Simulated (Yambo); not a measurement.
SrTiO$_{3}$ (cubic perovskite, space group Pm-3m, No. 221), G0W0@PBEsol in Yambo with this input:

```
rim_cut
gw0
dyson
el_el_corr
HF_and_locXC
ppa
em1d
RandQpts= 1000000
RandGvec= 1 Ry
EXXRLvcs= 84 Ry
VXCRLvcs= 336 Ry
Chimod= "HARTREE"
% BndsRnXp
 2 | 118 |
%
NGsBlkXp= 8 Ry
% LongDrXp
 1.0 | 1.0 | 1.0 |
%
PPAPntXp= 27.2114 eV
% GbndRnge
 1 | 118 |
%
GTermKind= "BG"
DysSolver= "n"
ExtendOut
```

On a 4×4×4 mesh, with wavefunctions cut at 84 Ry, the gap (R → Γ) is 3.469 eV and the valence edge shifts by -0.373 eV.

Task: What happens with this change: no terminator?

Result: The gap rises by 0.096 eV, to 3.565 eV; the shift of the valence edge becomes -0.145 eV. Neither run is shown to be the converged limit.

Geometry of the Materials Project entry, not relaxed at this level; primitive cell a = 3.913 Å, b = 3.913 Å, c = 3.913 Å, α = 90.00°, β = 90.00°, γ = 90.00°.

A shift is the quasiparticle energy of the state minus its PBEsol energy.
